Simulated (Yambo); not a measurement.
**Bethe-Salpeter results for LiBr at +2 % isotropic strain**

```
LiBr
1.0
    4.21738     0.00000     0.00000
   -2.10869     3.65236     0.00000
    0.00000     0.00000     6.74709
Li Br
2 2
Cartesian
  2.10869   1.21745   5.92431
  0.00000   2.43491   2.55076
  2.10869   1.21745   3.35294
  0.00000   2.43491   6.72649
```

The PBEsol cell relaxed from Materials Project entry mp-976280 was given an isotropic strain of +2 % on all lattice vectors, and the atoms were relaxed again.

BSE in Yambo on PBEsol (pw.x of Quantum ESPRESSO, ONCV potentials, no spin-orbit coupling) bands: 9×9×4 mesh, 6 valence and 4 conduction bands, static screening with 46 bands and a 4 Ry block, scissor 2.59 eV, Tamm-Dancoff; field along x.

```
state  energy (eV)  states within 2 meV  relative strength   class    main transitions
-----  -----------  -------------------  -----------------  ------  ------------------
1             6.53                    1             < 0.01    dark      VB → CB (78 %)
2             6.61                    2               1.00  strong  several band pairs
3             6.85                    2             < 0.01    dark  several band pairs
4             6.97                    1             < 0.01    dark      VB → CB (92 %)
5             7.05                    2               0.26  strong  several band pairs
6             7.14                    2             < 0.01    weak      VB → CB (97 %)
```

These are vertical excitations (zero momentum). The direct quasiparticle gap on this mesh is 7.28 eV; counted from there, state 1 is bound by 0.75 eV. Convergence with the mesh was not shown.

Spin singlets only. Strengths are relative to the strongest of the lowest states of this run; strong means a line over 3 % of the spectrum's maximum, dark under 0.03 %. Absolute energies carry the error of the G0W0 scissor, whose convergence isn't established; the long-wavelength screening was taken along (1,1,1) although the crystal is anisotropic.

Spin-orbit splittings are left out.

This is not the ordinary phase of the substance; no match was found in the copy of COD used, and its stability was not checked.
